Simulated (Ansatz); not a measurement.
The following input was run with Ansatz 0.2.0.

```yaml
crystal:
  lattice:
    - [6.419372, -0.02916, 0.070341]
    - [-0.022028, 4.386531, -0.237816]
    - [0.071397, -0.291345, 6.348506]
  atoms:
    - { symbol: Co, position: [0.4212372177, 0.9268098128, 0.0351240178], spin: 0.71 }
    - { symbol: Co, position: [0.7750563273, 0.9396027032, 0.203387978], spin: 0.24 }
    - { symbol: Co, position: [0.6297468969, 0.2004144838, 0.7537639922], spin: 0.51 }
    - { symbol: Co, position: [0.0031357738, 0.5122533526, 0.6464842681], spin: 0.41 }
    - { symbol: Co, position: [0.2736861523, 0.6415998839, 0.3420688866], spin: 1.8 }
    - { symbol: Co, position: [0.5701780003, 0.4343954508, 0.1287294328], spin: 1.0 }
    - { symbol: Co, position: [0.1402620806, 0.1412251957, 0.3106434698], spin: 0.87 }
    - { symbol: Co, position: [0.2539847472, 0.9926909049, 0.686769425], spin: 0.72 }
    - { symbol: Co, position: [0.9632999067, 0.28922688, 0.9732034074], spin: 0.6 }
    - { symbol: Co, position: [0.6117561441, 0.6863284947, 0.5196918892], spin: 0.44 }
    - { symbol: Si, position: [0.7190127521, 0.7085354081, 0.8644232625] }
    - { symbol: Si, position: [0.3432192977, 0.5037617744, 0.7734139693] }
    - { symbol: Si, position: [0.0836939188, 0.8004148834, 0.0097376388] }
    - { symbol: Si, position: [0.8751676182, 0.4718860547, 0.3090728225] }
    - { symbol: Si, position: [0.483908429, 0.1473940678, 0.4092310653] }
    - { symbol: Si, position: [0.9179874316, 0.9949289555, 0.5651067998] }
basis:
  ecutwfc: 420
kpoints:
  mp_grid: { grid: [5, 6, 5] }
hamiltonian:
  xc: pbe
scf:
  occupations: { method: gaussian, width: 0.1 }
  lower_state_search: "off"
  n_extra_bands: 8
output:
  forces: true
  stress: true
  eigenvalues: true
  populations: true
  dos:
    method: { smearing: { sigma: 0.1, scheme: gaussian } }
    projected: true
    de: 0.02
  write_density: true
  write_potential: true
  elf: true
  volumetric_format: npy
magnetization:
  spin_polarized: true
```

Command:
```bash
ansatz run input.yaml --threads 2 --pin off --max-ram 5120MiB --backend cpu --events-out ev --progress --plain --runs-dir out
```

Level of theory: Ansatz 0.2.0, DFT PBE, scalar-relativistic, plane waves, PAW.

From the run's log, abridged (iterations and final results):

```
SCF iter   1: F=—  HF=-55084.194346 eV  |F-HF|=—  |Δ(HF+E_count)|=         —  Δρ=7.49e-2 (↑3.33e-2 ↓7.49e-2) dr2=2.28e1  dr2_m=1.16e0  M=5.463 μB ∫|m|=6.044 μB  β_m=0.30  ethr=3.10e-3  ⟨swp⟩=5.0  Hψ=59644  notcnv=0
spin=Collinear: Kerker preconditioning applied to the charge; magnetization (m = ρ↑ − ρ↓) channel mixes plain (no charge-response kernel on spin).
SCF iter   2: F=—  HF=-55084.653862 eV  |F-HF|=—  |Δ(HF+E_count)|=   4.60e-1  Δρ=1.26e-1 (↑5.55e-2 ↓1.26e-1) dr2=4.48e1  dr2_m=3.53e0  M=4.130 μB ∫|m|=4.731 μB  β_m=0.30  ethr=3.10e-3  ⟨swp⟩=2.0  Hψ=32574  notcnv=0  defer=130
SCF iter   3: F=—  HF=-55082.695242 eV  |F-HF|=—  |Δ(HF+E_count)|=    1.96e0  Δρ=4.65e-2 (↑1.99e-2 ↓4.65e-2) dr2=7.79e0  dr2_m=5.57e-1  M=5.205 μB ∫|m|=5.854 μB  β_m=0.30  ethr=3.10e-3  ⟨swp⟩=2.9  Hψ=31691  notcnv=0  defer=131
SCF iter   4: F=—  HF=-55082.182809 eV  |F-HF|=—  |Δ(HF+E_count)|=   5.12e-1  Δρ=3.64e-2 (↑2.70e-2 ↓3.64e-2) dr2=7.15e0  dr2_m=1.03e-1  M=4.889 μB ∫|m|=5.567 μB  β_m=0.30  ethr=3.10e-3  ⟨swp⟩=2.0  Hψ=20958  notcnv=0  defer=130
SCF iter   5: F=—  HF=-55081.867025 eV  |F-HF|=—  |Δ(HF+E_count)|=   3.16e-1  Δρ=3.59e-2 (↑2.45e-2 ↓3.59e-2) dr2=5.52e0  dr2_m=9.79e-2  M=4.975 μB ∫|m|=5.671 μB  β_m=0.30  ethr=3.10e-3  ⟨swp⟩=2.2  Hψ=21128  notcnv=0  defer=128
SCF iter   6: F=—  HF=-55081.594171 eV  |F-HF|=—  |Δ(HF+E_count)|=   2.73e-1  Δρ=1.08e-2 (↑7.07e-3 ↓1.08e-2) dr2=3.36e-1  dr2_m=4.39e-2  M=5.083 μB ∫|m|=5.806 μB  β_m=0.30  ethr=2.85e-3  ⟨swp⟩=2.0  Hψ=17334  notcnv=0  defer=122
SCF iter   7: F=—  HF=-55081.589356 eV  |F-HF|=—  |Δ(HF+E_count)|=   4.82e-3  Δρ=5.99e-3 (↑5.99e-3 ↓5.09e-3) dr2=9.29e-2  dr2_m=2.36e-2  M=5.073 μB ∫|m|=5.817 μB  β_m=0.30  ethr=1.73e-4  ⟨swp⟩=2.0  Hψ=20857  notcnv=0  defer=118
SCF iter   8: F=—  HF=-55081.590443 eV  |F-HF|=—  |Δ(HF+E_count)|=   1.09e-3  Δρ=6.68e-3 (↑5.56e-3 ↓6.68e-3) dr2=1.99e-1  dr2_m=1.42e-2  M=5.030 μB ∫|m|=5.792 μB  β_m=0.30  ethr=4.79e-5  ⟨swp⟩=2.0  Hψ=21927  notcnv=0  defer=118
SCF iter   9: F=—  HF=-55081.588658 eV  |F-HF|=—  |Δ(HF+E_count)|=   1.79e-3  Δρ=4.94e-3 (↑3.94e-3 ↓4.94e-3) dr2=7.03e-2  dr2_m=1.48e-2  M=5.066 μB ∫|m|=5.843 μB  β_m=0.30  ethr=4.79e-5  ⟨swp⟩=1.8  Hψ=17102  notcnv=0  defer=118
SCF iter  10: F=—  HF=-55081.590819 eV  |F-HF|=—  |Δ(HF+E_count)|=   2.16e-3  Δρ=8.06e-3 (↑2.61e-3 ↓8.06e-3) dr2=1.02e-1  dr2_m=3.50e-2  M=5.128 μB ∫|m|=5.916 μB  β_m=0.30  ethr=3.62e-5  ⟨swp⟩=1.7  Hψ=16750  notcnv=0  defer=117
   ...
SCF iter  32: F=—  HF=-55081.594367 eV  |F-HF|=—  |Δ(HF+E_count)|=   8.63e-8  Δρ=5.74e-5 (↑4.24e-5 ↓5.74e-5) dr2=1.25e-5  dr2_m=7.04e-7  M=5.196 μB ∫|m|=6.035 μB  β_m=0.37  ethr=4.01e-9  ⟨swp⟩=2.0  Hψ=22783  notcnv=0  defer=117
SCF iter  33: F=—  HF=-55081.594367 eV  |F-HF|=—  |Δ(HF+E_count)|=   6.57e-8  Δρ=5.37e-5 (↑2.96e-5 ↓5.37e-5) dr2=9.08e-6  dr2_m=6.59e-7  M=5.196 μB ∫|m|=6.035 μB  β_m=0.30  ethr=4.01e-9  ⟨swp⟩=2.0  Hψ=20262  notcnv=0  defer=117
SCF iter  34: F=—  HF=-55081.594367 eV  |F-HF|=—  |Δ(HF+E_count)|=   6.78e-8  Δρ=3.48e-5 (↑2.11e-5 ↓3.48e-5) dr2=4.15e-6  dr2_m=3.37e-7  M=5.196 μB ∫|m|=6.035 μB  β_m=0.27  ethr=4.01e-9  ⟨swp⟩=2.1  Hψ=20056  notcnv=0  defer=117
SCF iter  35: F=—  HF=-55081.594367 eV  |F-HF|=—  |Δ(HF+E_count)|=   2.94e-8  Δρ=3.32e-5 (↑1.38e-5 ↓3.32e-5) dr2=3.33e-6  dr2_m=2.66e-7  M=5.196 μB ∫|m|=6.035 μB  β_m=0.23  ethr=2.14e-9  ⟨swp⟩=1.8  Hψ=16965  notcnv=0  defer=117
SCF iter  36: F=—  HF=-55081.594367 eV  |F-HF|=—  |Δ(HF+E_count)|=   5.32e-8  Δρ=2.36e-5 (↑1.76e-5 ↓2.36e-5) dr2=2.44e-6  dr2_m=9.18e-8  M=5.196 μB ∫|m|=6.035 μB  β_m=0.19  ethr=1.72e-9  ⟨swp⟩=1.6  Hψ=16302  notcnv=0  defer=117
SCF iter  37: F=—  HF=-55081.594367 eV  |F-HF|=—  |Δ(HF+E_count)|=   6.53e-8  Δρ=1.14e-5 (↑6.86e-6 ↓1.14e-5) dr2=2.37e-7  dr2_m=9.03e-8  M=5.196 μB ∫|m|=6.035 μB  β_m=0.26  ethr=1.26e-9  ⟨swp⟩=1.2  Hψ=15907  notcnv=0  defer=117
SCF iter  38: F=—  HF=-55081.594367 eV  |F-HF|=—  |Δ(HF+E_count)|=   1.90e-8  Δρ=1.17e-5 (↑5.34e-6 ↓1.17e-5) dr2=4.35e-7  dr2_m=3.68e-8  M=5.196 μB ∫|m|=6.034 μB  β_m=0.26  ethr=1.22e-10  ⟨swp⟩=2.0  Hψ=22220  notcnv=0  defer=117
SCF iter  39: F=—  HF=-55081.594367 eV  |F-HF|=—  |Δ(HF+E_count)|=   1.77e-8  Δρ=7.86e-6 (↑4.87e-6 ↓7.86e-6) dr2=1.77e-7  dr2_m=2.22e-8  M=5.195 μB ∫|m|=6.034 μB  β_m=0.25  ethr=1.22e-10  ⟨swp⟩=2.0  Hψ=21641  notcnv=0  defer=117
SCF iter  40: F=—  HF=-55081.594367 eV  |F-HF|=—  |Δ(HF+E_count)|=   1.06e-8  Δρ=7.01e-6 (↑3.25e-6 ↓7.01e-6) dr2=1.20e-7  dr2_m=1.68e-8  M=5.195 μB ∫|m|=6.034 μB  β_m=0.26  ethr=9.12e-11  ⟨swp⟩=1.9  Hψ=17203  notcnv=0  defer=117
SCF iter  41: F=-55081.594367 eV  HF=-55081.594367 eV  |F-HF|=3.19e-8  |Δ(HF+E_count)|=  6.98e-10  Δρ=4.79e-6 (↑2.62e-6 ↓4.79e-6) dr2=4.28e-8  dr2_m=1.29e-8  M=5.195 μB ∫|m|=6.034 μB  ethr=5.15e-11  ⟨swp⟩=9.5  Hψ=97980  notcnv=0
SCF 1 converged in 41 iterations: F = -55081.594367 eV  dr2 = 4.28e-8
SCF converged after 41 iterations
Magnetization: 5.1952 μB (99.5976 up, 94.4024 down)
Absolute magnetization: 6.0351 μB (∫|ρ↑−ρ↓|, with the PAW one-centre terms)
Spin contamination: 0.2057 ħ² per cell (⟨S²⟩ above its minimum at these occupations)
Per-site moments (μB) at R_I (Å): [(0.63790859, 0.92269527), (0.16819376, 0.95779032), (0.24718226, 0.93894656), (0.16114053, 0.95009052), (1.56884688, 0.96627501), (0.93755910, 0.94342402), (0.72939711, 0.92792195), (0.46432975, 0.95210270), (0.36862291, 0.93462145), (0.24593157, 0.94227167), (-0.01481503, 0.95031539), (-0.01412891, 0.93894656), (-0.01783871, 0.92269527), (-0.01813717, 0.92792195), (-0.01837169, 0.95123219), (-0.01674619, 0.93616272)]
Free energy (F): -55081.594367 eV
Harris-Foulkes:  -55081.594367 eV  (|F-HF|=3.19e-8)
Internal energy: -55081.526669 eV  (E = F + TS)
E sigma→0 (E₀):  -55081.560518 eV
Entropy (-TS):   -0.067698 eV (-4.231 meV/atom)
Fermi energy:    16.555548 eV
--- Per-component energies (eV) ---
  E_band       = -2535.133332
  E_kinetic    = 4829.441310
  E_local      = -34598.042718  (includes V_loc(G=0)·N_el)
  E_nonlocal   = 4707.006011
  E_hartree    = 14906.176118
  E_xc         = -1938.072900
  E_vxc        = -2355.695388  (∫ρ·V_xc dr)
  E_paw        = -18243.062008  (= ΣΔE_a)
  E_vpaw       = -4930.189712  (= ΣTr[D̂ρ^β])
  E_aug_tail   = 0.000859  (compensation charges beyond the density's cutoff)
  E_ewald      = -24744.973342
  E_smearing   = -0.067698  (= −TS)
--- Forces (eV/Å), atoms counted from 1 ---
  atom   1  Co     0.04649737     0.09209304    -0.01623631
  atom   2  Co     0.00624214    -0.04187372    -0.04141242
  atom   3  Co    -0.07181156    -0.07254054     0.01665456
  atom   4  Co     0.13428990     0.12154029     0.04103531
  atom   5  Co    -0.05151769    -0.03331157    -0.05581633
  atom   6  Co    -0.00840731     0.03194676     0.00698725
  atom   7  Co     0.01622875    -0.00058653    -0.00117594
  atom   8  Co    -0.03832007    -0.04076563    -0.02278334
  atom   9  Co    -0.09605398    -0.02900856    -0.00236521
  atom  10  Co    -0.03827084     0.05540523    -0.01027166
  atom  11  Si     0.04402932    -0.03690744     0.00876323
  atom  12  Si    -0.04478764    -0.01965844     0.02142605
  atom  13  Si     0.06064636    -0.01316332     0.06147256
  atom  14  Si     0.03524491     0.00723313     0.03652431
  atom  15  Si     0.02039578    -0.02496058     0.00208627
  atom  16  Si    -0.01442375     0.00453961    -0.04489353
--- Stress (GPa, compression-positive) ---
       -0.131754      -0.075840       0.245685
       -0.075841       0.425256      -0.293742
        0.245681      -0.293740      -1.053623
  P = ⅓ Tr σ = -0.2534 GPa (-2.534 kbar)
--- Band table (eV; the first three rows and the last of 152) ---
  k-point 0 ↑: bands = ["-79.4477", "-78.8251", "-78.7237", "-78.6036", "-78.5042", "-78.3913", "-78.3547", "-78.3437", "-78.3190", "-78.2683", "-42.8477", "-42.7109", "-42.6406", "-42.1579", "-42.1408", "-42.1204", "-42.0917", "-41.9889", "-41.9726", "-41.9635", "-41.8969", "-41.8639", "-41.8375", "-41.8050", "-41.7919", "-41.7774", "-41.7317", "-41.7226", "-41.7110", "-41.6936", "-41.6628", "-41.6382", "-41.6205", "-41.6114", "-41.6017", "-41.5835", "-41.5737", "-41.5688", "-41.5573", "-41.5291", "3.8090", "6.4906", "6.8520", "7.3769", "7.8509", "8.8980", "10.2897", "10.5653", "10.9421", "11.4117", "11.6296", "11.9137", "12.0255", "12.2259", "12.4014", "12.5814", "12.7369", "12.7528", "12. ...
  k-point 1 ↑: bands = ["-79.4477", "-78.8251", "-78.7237", "-78.6036", "-78.5042", "-78.3913", "-78.3547", "-78.3437", "-78.3190", "-78.2683", "-42.8477", "-42.7109", "-42.6406", "-42.1579", "-42.1409", "-42.1204", "-42.0917", "-41.9883", "-41.9722", "-41.9648", "-41.8969", "-41.8641", "-41.8368", "-41.8055", "-41.7919", "-41.7768", "-41.7321", "-41.7220", "-41.7102", "-41.6957", "-41.6599", "-41.6393", "-41.6249", "-41.6093", "-41.5997", "-41.5845", "-41.5737", "-41.5688", "-41.5573", "-41.5291", "3.9476", "5.8958", "6.9477", "7.5231", "8.2370", "8.7550", "9.9928", "10.6578", "11.1323", "11.3920", "11.6955", "11.9164", "12.0273", "12.2716", "12.3779", "12.6032", "12.6815", "12.8370", "12.9 ...
  k-point 2 ↑: bands = ["-79.4477", "-78.8251", "-78.7237", "-78.6036", "-78.5042", "-78.3913", "-78.3547", "-78.3437", "-78.3190", "-78.2683", "-42.8476", "-42.7109", "-42.6406", "-42.1579", "-42.1409", "-42.1204", "-42.0918", "-41.9872", "-41.9711", "-41.9676", "-41.8968", "-41.8643", "-41.8356", "-41.8060", "-41.7919", "-41.7759", "-41.7326", "-41.7213", "-41.7078", "-41.6997", "-41.6531", "-41.6436", "-41.6295", "-41.6081", "-41.5955", "-41.5868", "-41.5738", "-41.5688", "-41.5572", "-41.5291", "4.3384", "5.0919", "7.1261", "7.7367", "8.0876", "8.9537", "9.7499", "10.8303", "11.2074", "11.4343", "11.6110", "12.0061", "12.0917", "12.2449", "12.4518", "12.6201", "12.7263", "12.8513", "12.9 ...
  k-point 75 ↓: bands = ["-78.1570", "-78.0913", "-78.0639", "-78.0422", "-77.9444", "-77.8764", "-77.8402", "-77.8303", "-77.6939", "-77.5723", "-41.5560", "-41.4960", "-41.4784", "-41.4639", "-41.4342", "-41.4244", "-41.4219", "-41.3985", "-41.3601", "-41.3486", "-41.3319", "-41.3122", "-41.3099", "-41.2835", "-41.2709", "-41.2597", "-41.2337", "-41.2053", "-41.1711", "-41.1565", "-41.1502", "-41.1233", "-41.1063", "-41.0806", "-41.0378", "-41.0105", "-40.9100", "-40.8861", "-40.8581", "-40.8139", "4.5915", "5.4975", "6.4699", "7.2946", "8.2587", "9.2983", "10.4346", "10.7115", "11.0994", "11.3181", "11.8370", "11.9959", "12.1756", "12.4277", "12.5563", "12.6489", "12.8082", "12.9926", "13 ...
--- Löwdin populations: 16 sites ---
  site symbol q [e]    m [muB]
     0     Co     16.6400     0.6432
     1     Co     16.6681     0.1718
     2     Co     16.6697     0.2447
     3     Co     16.6499     0.1599
     4     Co     16.5269     1.5650
     5     Co     16.6265     0.9456
     6     Co     16.6494     0.7343
     7     Co     16.6202     0.4638
     8     Co     16.6359     0.3692
     9     Co     16.6464     0.2430
    10     Si      4.1986    -0.0265
    11     Si      4.1846    -0.0310
    12     Si      4.2067    -0.0331
    13     Si      4.1982    -0.0393
    14     Si      4.3335    -0.0355
    15     Si      4.2056    -0.0334
  spilling = 0.012061 (of n_electrons = 194.000000)
```

The calculation finished and met its thresholds.

The run took 4.6 min on 2 threads of AMD EPYC 9R45 96-Core Processor (Zen 5) (shared host), peak memory 2.2 GiB.